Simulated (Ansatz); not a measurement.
Kick test of a cell of Mg₂ZnS₃

The structure comes from a proposed guess, relaxed at this level; another structure or a mixture of phases may lie lower.

Level of theory: DFT PBE, scalar-relativistic, plane waves, PAW (Ansatz). Plane waves to 420 eV, a k mesh through Γ of 4×4×4 on the computed 12-atom cell and Gaussian smearing (0.02 eV); no spin polarisation.

The cell below (12 atoms, space group Cmc2_1 (No. 36)) is relaxed within its symmetry.

```
Mg Zn S
1.0
     5.97770   -3.45034    0.00000
     5.97770    3.45034    0.00000
     0.00000    0.00000    6.43418
Mg Zn S
4 2 6
Direct
  0.16627 0.50358 0.50374
  0.49642 0.83373 0.50374
  0.83373 0.49642 0.00374
  0.50358 0.16627 0.00374
  0.83664 0.16336 0.50484
  0.16336 0.83664 0.00484
  0.15585 0.84415 0.37303
  0.50998 0.16690 0.38732
  0.83310 0.49002 0.38732
  0.84415 0.15585 0.87303
  0.16690 0.50998 0.88732
  0.49002 0.83310 0.88732
```

For the test it was strained at random (σ = 1.5 % a component), the atoms were moved at random (σ = 0.10 Å), and all was relaxed again on a coarse 2×2×2 mesh (in the run’s order of axes) with 0.10 eV smearing, with no symmetry imposed.

Question: What happens?

Answer: It returns, within 1 meV/atom of the unmoved cell on that mesh and with the same symmetry when read at 0.1 Å. So it is stable against the distortions that fit this cell and that this random move excites. Modes that don't fit the cell aren't tested.
